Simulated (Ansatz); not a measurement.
Input and command of a plane-wave DFT calculation in Ansatz:

```yaml
crystal:
  lattice:
    - [-2.4735778813, 2.4735778813, 2.538672036]
    - [2.4735778813, -2.4735778813, 2.538672036]
    - [2.4735778813, 2.4735778813, -2.538672036]
  atoms:
    - { symbol: Si, position: [0.0, 0.0, 0.0] }
    - { symbol: W, position: [0.5, 0.5, 0.0] }
    - { symbol: W, position: [0.5, 0.0, 0.5] }
    - { symbol: W, position: [0.0, 0.5, 0.5] }
basis:
  ecutwfc: 420
kpoints:
  mp_grid: { grid: [14, 14, 14] }
hamiltonian:
  xc: pbe
scf:
  occupations: { method: gaussian, width: 0.15 }
output:
  forces: true
  stress: true
  eigenvalues: true
  write_density: true
  write_potential: true
  elf: true
  volumetric_format: npy
```

```bash
ansatz run input.yaml --threads 2 --pin off --max-ram 5120MiB --backend cpu --events-out ev --progress --plain --runs-dir out
```

Processor: Arm Neoverse V2, 2 threads, on a host shared with other jobs.

Task: How long does it run, and how much memory does it take?

Result: About 9.2 s on 2 threads of Arm Neoverse V2, with other jobs on the host, peak memory 0.56 GiB. It solves 28 bands at 244 k points (the mesh reduced by symmetry) with about 1221 plane waves, in 6 SCF iterations.
